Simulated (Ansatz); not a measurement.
Starting cell, CaO (rock salt):

```
CELL_PARAMETERS angstrom
      0.00000     2.41535     2.41535
      2.41535     0.00000     2.41535
      2.41535     2.41535     0.00000
ATOMIC_POSITIONS crystal
  O  0.00000 0.00000 0.00000
  Ca 0.50000 0.50000 0.50000
```

In this cell atom 2 (Ca, nearest neighbour O at 2.415 Å; its periodic images, 3.4 Å or more away, move with it) is moved by s towards the nearest neighbour, unit vector (-1.000, 0.000, 0.000); all other atoms and the cell stay fixed.

All values below come from PBE (plane waves to 420 eV, PAW, scalar-relativistic; Ansatz, a quantum-chemistry and plane-wave program). k mesh 10×10×10 (Γ-centred), Fermi-Dirac smearing 0.05 eV. The energy includes the smearing's −TS. CaO was relaxed with its symmetry unable to fall. ΔE is measured from the undisplaced structure.

```csv
s (Å),ΔE (meV/cell)
-0.240,95.4
-0.192,57.3
-0.144,withheld
-0.096,13.1
-0.048,3.2
0.000,0.0
0.048,3.2
0.096,13.1
0.144,withheld
0.192,57.3
0.240,95.4
```

Problem. Fit an even polynomial form (powers 2, 4) to the given rows and predict ΔE at s = -0.144.

Solution. Least squares on the 9 given rows: ΔE = (1374)·s² + (4894)·s⁴, in meV/cell with s in Å; root-mean-square residual 0.01 meV/cell. At -0.144 the fit gives 30.6 meV/cell; the calculation gives 30.6 meV/cell, the same to the digits shown. The quadratic term alone would give 28.5 meV/cell.

(A displaced cell: forces are minus the slopes of the energy, force constants its curvatures, and phonons follow from these.)
